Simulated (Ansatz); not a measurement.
**5 guesses for Zr₅N and where they end**

Theory: DFT PBE, scalar-relativistic, plane waves, PAW in Ansatz 0.2.0. Settings: cutoff 420 eV, Γ-centred meshes spaced at most about 0.3 Å⁻¹, and about 0.25 Å⁻¹ or finer for metals (2π included), Gaussian smearing. No spin polarisation in the final relaxations.

Each guess was relaxed in cell and atoms at zero pressure, within the symmetry of its start. All energies are static (0 K, no zero-point motion). Coordination counts Zr atoms around N (those within 1.25 times the shortest such distance or 1.15 times the sum of covalent radii; a plus sign parts nearer from farther groups).

| guess | made from | start group | V start (Å³/atom) | end group | V end (Å³/atom) | coordination at the end | gap on mesh (eV) | E over the lowest end (meV/atom) |
| --- | --- | --- | --- | --- | --- | --- | --- | --- |
| 1 | random cell | P6/mmm | 17.2 | P6/mmm | 32.3 | N 2+6 | 0 | 1261 |
| 2 | random cell | Cmmm | 18.0 | Cmmm | 22.8 | N 4 | 0 | 350 |
| 3 | CeMg5 type | P-6m2 | 19.0 | P-6m2 | 19.8 | N 6 | 0 | 0 |
| 4 | random cell | F-43m | 17.0 | ? | ? | ? | ? | ? |
| 5 | random cell | P6/mmm | 18.5 | P6/mmm | 20.3 | N 2+12 | 0 | 1124 |

Guess 4 as it starts:

Space group F-43m (No. 216). a = 7.411 Å, b = 7.411 Å, c = 7.411 Å, α = 90.00°, β = 90.00°, γ = 90.00°
```json
{"atom": "Zr", "site": "4c", "symmetry": "-43m", "x": "0.2500", "y": "0.2500", "z": "0.2500"}
{"atom": "Zr", "site": "16e", "symmetry": ".3m", "x": "0.1029", "y": "0.3971", "z": "0.6029"}
{"atom": "N", "site": "4d", "symmetry": "-43m", "x": "0.2500", "y": "0.2500", "z": "0.7500"}
```

Question: Predict the end of this guess and its energy over the lowest end.

Answer: It ends in space group F-43m (No. 216), with a = 8.909 Å, 29.5 Å³/atom and no gap. It lies 0.89 eV/atom over the lowest end, above guess 2 and below guess 5. Counting Zr atoms around N, this end has N 4 and the lowest (guess 3) has N 6.

```yaml
crystal:
  lattice:
    - [0.00000, 4.45471, 4.45471]
    - [4.45471, 0.00000, 4.45471]
    - [4.45471, 4.45471, 0.00000]
  atoms:
    - { symbol: Zr, position: [0.75000, 0.75000, 0.75000] }
    - { symbol: Zr, position: [0.64801, 0.11733, 0.11733] }
    - { symbol: Zr, position: [0.11733, 0.64801, 0.11733] }
    - { symbol: Zr, position: [0.11733, 0.11733, 0.64801] }
    - { symbol: Zr, position: [0.11733, 0.11733, 0.11733] }
    - { symbol: N, position: [0.25000, 0.25000, 0.25000] }
```

Energies over the elements count from the elements' standard structures at the same level (N₂ as a molecule), with no fitted energy shifts.

Question: Is the lowest end bound against the elements?

Answer: Yes: its formation energy is −0.38 eV/atom. It lies below the elements, which doesn't yet make it stable against other compounds or structures.

A magnetic state wasn't ruled out in cells without spin, among them P6/mmm at 32.3 Å³/atom. Cells relaxed within their symmetry can be saddle points. A lower structure may well exist outside this small set. Some structure types and database cells were kept out of the candidates from the start, so a known form may be missing.
